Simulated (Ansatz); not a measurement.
The calculation used Ansatz, DFT PBE, scalar-relativistic, plane waves, PAW. All cells share a 420 eV cutoff and Γ-centred k meshes spaced at most about 0.3 Å⁻¹ (about 0.25 or finer for metals, 2π included). No spin polarisation in the final relaxations.

All energies are static (0 K, no zero-point motion).

Two relaxed structures of Ga2TeO2:

A.

```yaml
crystal:
  lattice:
    - [3.22565, 0.00000, 0.00000]
    - [-1.61282, 2.79349, 0.00000]
    - [0.00000, 0.00000, 20.06474]
  atoms:
    - { symbol: Ga, position: [0.00000, 0.00000, 0.62358] }
    - { symbol: Ga, position: [0.00000, 0.00000, 0.37642] }
    - { symbol: Ga, position: [0.00000, 0.00000, 0.12358] }
    - { symbol: Ga, position: [0.00000, 0.00000, 0.87642] }
    - { symbol: Te, position: [0.66667, 0.33333, 0.25000] }
    - { symbol: Te, position: [0.33333, 0.66667, 0.75000] }
    - { symbol: O, position: [0.66667, 0.33333, 0.59187] }
    - { symbol: O, position: [0.33333, 0.66667, 0.09187] }
    - { symbol: O, position: [0.66667, 0.33333, 0.90813] }
    - { symbol: O, position: [0.33333, 0.66667, 0.40813] }
```

B.

```yaml
crystal:
  lattice:
    - [-2.01248, 2.01248, 5.42097]
    - [2.01248, -2.01248, 5.42097]
    - [2.01248, 2.01248, -5.42097]
  atoms:
    - { symbol: Ga, position: [0.25000, 0.75000, 0.50000] }
    - { symbol: Ga, position: [0.75000, 0.25000, 0.50000] }
    - { symbol: Te, position: [0.00000, 0.00000, 0.00000] }
    - { symbol: O, position: [0.28956, 0.28956, 0.00000] }
    - { symbol: O, position: [0.71044, 0.71044, 0.00000] }
```

Problem. Which is lower in energy, and by how much?

Solution. A is lower, by 0.34 eV/atom. A has space group P6_3/mmc (No. 194), 18.1 Å³/atom and no gap on its mesh; B has space group I4/mmm (No. 139), 17.6 Å³/atom and no gap. Counting O or Te atoms around Ga (for each partner element, those within 1.25 times its shortest distance or 1.15 times the sum of covalent radii, where it is the nearest in units of that sum or under 1.3; a plus sign parts groups by distance over the sum of covalent radii), A has Ga 3+3 and B has Ga 4+4. In A, around Ga lie 3 O at 1.97 Å and 3 Te at 3.15 Å; Te is surrounded by 6 Ga at 3.15 Å and 6 Te at 3.23 Å; O is surrounded by 3 Ga at 1.97 Å. In B, Ga has 4 O at 2.06 Å, 4 Ga at 2.85 Å and 4 Te at 3.38 Å; around Te lie 2 O at 3.14 Å and 8 Ga at 3.38 Å; O is surrounded by 4 Ga at 2.06 Å, 4 O at 2.97 Å and 1 Te at 3.14 Å. Both come from invented guesses.

Weakly bound directions are ill-defined at this level, which has no dispersion term (P6_3/mmc, I4/mmm), and this can change margins and order among such cells. Spin–orbit coupling, which can matter for Te, is left out. Cells relaxed within their symmetry can be saddle points.
